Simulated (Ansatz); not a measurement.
LaHO$_{2}$:
```xyz
8
Lattice="4.4475 0.0000 0.0000 0.0000 3.9428 0.0000 -1.9130 0.0000 6.1332" Properties=species:S:1:pos:R:3 pbc="T T T"
La     0.1430     2.9571     4.2495
La     2.3915     0.9857     1.8838
H     -1.6837     0.9857     5.7085
H      4.2182     2.9571     0.4247
O      0.1844     0.9857     2.8357
O      2.3501     2.9571     3.2975
O     -0.7225     0.9857     5.7659
O      3.2570     2.9571     0.3674
```

Relaxed with r²SCAN. Special points in fractions of this cell's reciprocal vectors: Γ (0.000, 0.000, 0.000); Z (0.000, 0.500, 0.000); D (0.000, 0.500, 0.500); B (0.000, 0.000, 0.500); A (-0.500, 0.000, 0.500); E (-0.500, 0.500, 0.500); C2 (-0.500, 0.500, 0.000); Y2 (-0.500, 0.000, 0.000).

List the band energies nearest the valence-band maximum at these points for r²SCAN (plane waves, PAW; program Ansatz).

In eV from the valence-band maximum; about four levels below and three above (degenerate sets whole), none deeper than 8.9 eV; points with the same levels are listed once.

| k | below | above |
|---|---|---|
| Γ | -0.89 -0.86 -0.52 -0.20 | 4.40 5.01 5.68 |
| Z | -0.83 -0.83 -0.38 -0.38 | 5.15 5.15 5.77 5.77 |
| D | -0.70 -0.70 -0.34 -0.34 | 5.18 5.18 5.81 5.81 |
| B | -1.17 -0.83 -0.46 0.00 | 5.07 5.24 5.68 |
| A | -1.00 -0.92 -0.87 -0.79 | 5.32 5.38 5.78 |
| E | -0.91 -0.91 -0.44 -0.44 | 5.16 5.16 5.82 5.82 |
| C2 | -0.64 -0.64 -0.42 -0.42 | 5.32 5.32 5.74 5.74 |
| Y2 | -1.27 -1.27 -0.74 -0.72 -0.59 | 5.07 5.39 5.88 |

Space group P2_1/m. The workflow started from a Materials Project entry (that database holds measured and hypothetical structures alike); the Crystallography Open Database copy checked does not list it. Whether it is the stable phase at ambient conditions was not checked. The cell was relaxed with r²SCAN under the symmetry of its start; its stability against distortions is not shown here. Scalar-relativistic: spin–orbit coupling is off unless named, which matters more the heavier the elements.

Potentials: the later of the program's two PAW sets.
